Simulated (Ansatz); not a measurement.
ZrSnTe in space group P4/nmm (No. 129; Zr on 2c, Sn on 2a, Te on 2c) under volume change, the program Ansatz at the r²SCAN level (PAW), shape and atoms relaxed at each volume.

```
V (Å³/atom)  E − E(relaxed) (meV/atom)  P (GPa)
-----------  -------------------------  -------
22.341                            64.8    10.25
23.077                            27.2     6.25
23.814                             6.4     2.87
24.550                             0.0     0.00
25.287                             5.7    -2.43
26.023                            21.8    -4.48
26.760                            46.4    -6.20
```

Task: What does a third-order Birch–Murnaghan fit give for V₀, B₀ and B′?

Result: V₀ = 24.55 Å³/atom, B₀ = 87.6 GPa, B′ = 4.6.

The workflow started from a Materials Project entry (that database holds measured and hypothetical structures alike); the Crystallography Open Database copy checked does not list it. Its standing as an ambient phase is unchecked. Symmetry was held in the r²SCAN relaxation; its stability against distortions is not shown here. The run is not spin-polarised. Scalar-relativistic: spin–orbit coupling is off unless named, which matters more the heavier the elements.

Potentials: the later of the program's two PAW sets.
